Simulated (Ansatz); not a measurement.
AlCrSi:
```yaml
crystal:
  lattice:
    - [3.79114, 0.00000, 0.00000]
    - [0.00000, 3.79114, 0.00000]
    - [0.00000, 0.00000, 5.86229]
  atoms:
    - { symbol: Cr, position: [0.50000, 0.50000, 0.00000] }
    - { symbol: Cr, position: [0.00000, 0.00000, 0.00000] }
    - { symbol: Al, position: [0.00000, 0.50000, 0.68850] }
    - { symbol: Al, position: [0.50000, 0.00000, 0.31150] }
    - { symbol: Si, position: [0.50000, 0.00000, 0.73753] }
    - { symbol: Si, position: [0.00000, 0.50000, 0.26247] }
```
The run is spin-polarised; directions of the spins, atom by atom: ↓ ↑ 0 0 0 0.

Relaxed with PBEsol. Special points in fractions of this cell's reciprocal vectors: Γ (0.000, 0.000, 0.000); X (0.000, 0.500, 0.000); M (0.500, 0.500, 0.000); Z (0.000, 0.000, 0.500); R (0.000, 0.500, 0.500); A (0.500, 0.500, 0.500).

**Question.** List the band energies nearest the Fermi level at these points for PBEsol in the plane-wave PAW code Ansatz.

**Answer.** In eV from the Fermi level; about four levels below and three above (degenerate sets whole), none deeper than 8.9 eV; points with the same levels are listed once.

```
k                            below                above
---  -----------------------------  -------------------
Γ ↑        -2.36 -1.55 -1.01 -0.92       0.14 0.14 1.26
X ↑        -1.36 -1.00 -0.77 -0.13       0.44 0.49 1.41
M ↑  -2.67 -2.67 -2.14 -2.10 -0.93       0.43 0.43 0.56
Z ↑        -1.56 -1.47 -1.47 -0.80  0.15 0.15 1.20 1.20
R ↑        -1.85 -1.50 -1.29 -0.82       0.38 1.12 1.18
A ↑  -2.56 -2.56 -1.71 -1.50 -0.98       0.50 0.50 0.51
```

Space group P4/nmm. The start of the workflow was typed in or built on a structure type; neither database checked (COD, Materials Project) lists it. Whether it is the stable phase at ambient conditions was not checked. Symmetry was held in the PBEsol relaxation, as lowered by the spin order; its stability against distortions is not shown here. Magnetic state: antiferromagnetic, chosen from 5 collinear starts compared on coarse meshes (ties went to the first, and starts can fall back to one state), not a proven ground state. Point labels and valley counts follow the cell and symmetry of the run, lower than the named group.

Potentials: the earlier of the program's two PAW sets. The files were generated under PBE; for other functionals the program regenerates the frozen cores, and for LDA and PBEsol the local potential too.
